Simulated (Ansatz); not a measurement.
Relaxed NiSi₂ (fluorite type, space group Fm-3m):

```xyz
3
Lattice="0.0000 2.6950 2.6950 2.6950 0.0000 2.6950 2.6950 2.6950 0.0000" Properties=species:S:1:pos:R:3 pbc="T T T"
Ni     0.0000     0.0000     0.0000
Si     1.3475     1.3475     1.3475
Si     4.0424     4.0424     4.0424
```

In each cell atom 3 (Si, nearest neighbour Ni at 2.334 Å; its periodic images, 3.8 Å or more away, move with it) moves by s·(0.577, 0.577, 0.577) (towards the nearest neighbour), the rest being held.

Method: PBEsol (plane waves to 420 eV, PAW, scalar-relativistic; Ansatz, a quantum-chemistry and plane-wave program). k mesh 12×12×12 (Γ-centred), Fermi-Dirac smearing 0.05 eV. E stands for the smeared free energy. With partly filled bands, energies and forces of such displacements shift with the k mesh and the smearing. On this mesh the relaxed cell isn't quite at rest: it carries a pressure of -0.1 GPa (compression positive) at the zero of the scan. NiSi2 is run without spin polarisation. NiSi2 was relaxed with its symmetry unable to fall. The zero of ΔE is the undisplaced structure.

```tsv
s (Å)	ΔE (meV/cell)
-0.230	185
-0.184	122
-0.138	70
-0.092	___
-0.046	8
0.000	0
0.046	9
0.092	___
0.138	87
0.184	161
0.230	___
```

Question: Complete the blanks.

Answer: 
- -0.092, ΔE (meV/cell): 32
- 0.092, ΔE (meV/cell): 37
- 0.230, ΔE (meV/cell): 264

(A displaced cell: forces are minus the slopes of the energy, force constants its curvatures, and phonons follow from these.)
